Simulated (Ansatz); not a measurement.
Simulated powder pattern, Cu Kα1, λ = 1.54056 Å (kinematic, ideal powder, no thermal factors, no anomalous dispersion; the 30 strongest lines at most, above 1 %, up to 2θ = 90°):

```json
[
 {"2θ (°)": "23.26", "I/Imax (%)": "100"},
 {"2θ (°)": "38.44", "I/Imax (%)": "79"},
 {"2θ (°)": "45.41", "I/Imax (%)": "49"},
 {"2θ (°)": "55.49", "I/Imax (%)": "13"},
 {"2θ (°)": "60.97", "I/Imax (%)": "20"},
 {"2θ (°)": "69.53", "I/Imax (%)": "26"},
 {"2θ (°)": "74.42", "I/Imax (%)": "15"},
 {"2θ (°)": "82.35", "I/Imax (%)": "8.4"},
 {"2θ (°)": "87.03", "I/Imax (%)": "15"}
]
```

The pattern belongs to a structure relaxed with the program Ansatz at the HSE06 level (PAW).

The compound is AgI.

Question: Give the crystal system and the lattice parameters.

Answer: cubic, F-43m; a = 6.618 Å.

The cell was relaxed with HSE06 under the symmetry of its start. No spin polarisation was allowed. Spin–orbit coupling is left out wherever it is not named.

Potentials: the later of the program's two PAW sets.
